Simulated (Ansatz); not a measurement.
Q: Each is relaxed and computed with plane-wave PAW r²SCAN (Ansatz code). Which is the only metal?
(A) SiB12C2, R-3m (B on 18h, B on 18h, C on 6c, Si on 3b)
(B) Hf2B, R-3m (Hf on 6c, B on 3a)
(C) BP, wurtzite
(D) B4C, Cm (Pearson symbol mS30)

A: B, Hf2B, R-3m (Hf on 6c, B on 3a). Hf2B: metal; SiB12C2: gap 1.87 eV (indirect); B4C: gap 3.22 eV (indirect); BP: gap 1.19 eV (indirect). Typed or built starts, not in the databases checked: Hf2B, R-3m (Hf on 6c, B on 3a); SiB12C2, R-3m (B on 18h, B on 18h, C on 6c, Si on 3b). Not the usual ambient phase: BP, wurtzite. Standing as an ambient phase not checked: B4C, Cm (Pearson symbol mS30). All cells were relaxed under the symmetry of their starts (and spin orders); stability against distortions was not tested throughout. Named crystals with no word on spin ran without spin polarisation. Scalar-relativistic: spin–orbit coupling is off unless named, which matters more the heavier the elements.

Potentials: the earlier of the program's two PAW sets. The files were generated under PBE; for other functionals the program regenerates the frozen cores, and for LDA and PBEsol the local potential too.
